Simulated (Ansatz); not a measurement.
**Question.** Lu (hcp (Mg type), P6_3/mmc) is relaxed with plane-wave PAW PBE (Ansatz code). What lattice parameters of the conventional cell result?

**Answer.** a = 3.507 Å, c = 5.459 Å.

The PBE relaxation kept the symmetry of its start. Axis ratios of metals converge slowly with the k-mesh, so a and c are less sure than the volume. Scalar-relativistic: spin–orbit coupling is off unless named, which matters more the heavier the elements.

Potentials: the later of the program's two PAW sets.
